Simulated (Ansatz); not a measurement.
SiC (zinc blende)

```
CELL_PARAMETERS angstrom
      0.00000     2.18986     2.18986
      2.18986     0.00000     2.18986
      2.18986     2.18986     0.00000
ATOMIC_POSITIONS crystal
  C  0.75000 0.75000 0.75000
  Si 0.00000 0.00000 0.00000
```

The slice is a {100} plane (indices of the conventional cell) through the point (0.750, 0.750, 0.750) (fractional), spanned by u = [100] and v = [0 1 -1] in vectors of this cell: u (3.10 Å) and v (3.10 Å, at 90° to u). It covers one period; positions are fractions (u, v).

These are PBE (plane waves to 420 eV, PAW, scalar-relativistic; Ansatz, a program for electronic structure) values and carry that method's errors. k mesh 13×13×13. Near the nuclei the fields are pseudised (PAW); where an atom keeps semicore shells as valence, they peak there. SiC was relaxed with its symmetry unable to fall. The PAW data are Ansatz's earlier set.

Problem. Predict the map of the electrostatic potential energy of an electron, from the cell's mean on the slice.

Solution. 
| v \ u | 0.00 | 0.12 | 0.25 | 0.38 | 0.50 | 0.62 | 0.75 | 0.88 |
|---|---|---|---|---|---|---|---|---|
| 0.88 | x | x | 4.1 | 5.7 | 4.5 | 5.7 | 4.1 | x |
| 0.75 | x | 4.1 | 7.4 | 7.4 | 6.8 | 7.4 | 7.4 | 4.1 |
| 0.62 | 4.6 | 5.7 | 7.4 | 8.0 | 8.1 | 8.0 | 7.4 | 5.7 |
| 0.50 | 3.2 | 4.5 | 6.8 | 8.1 | 8.4 | 8.1 | 6.8 | 4.5 |
| 0.38 | 4.6 | 5.7 | 7.4 | 8.0 | 8.1 | 8.0 | 7.4 | 5.7 |
| 0.25 | x | 4.1 | 7.4 | 7.4 | 6.8 | 7.4 | 7.4 | 4.1 |
| 0.12 | x | x | 4.1 | 5.7 | 4.5 | 5.7 | 4.1 | x |
| 0.00 | x | x | x | 4.6 | 3.3 | 4.6 | x | x |

Values: electrostatic potential energy of an electron, from the cell's mean, in eV. Points within 0.8 Å of a nucleus are blanked (x), as the pseudised field means little there. The zero, the cell's mean, hangs on the PAW cores.
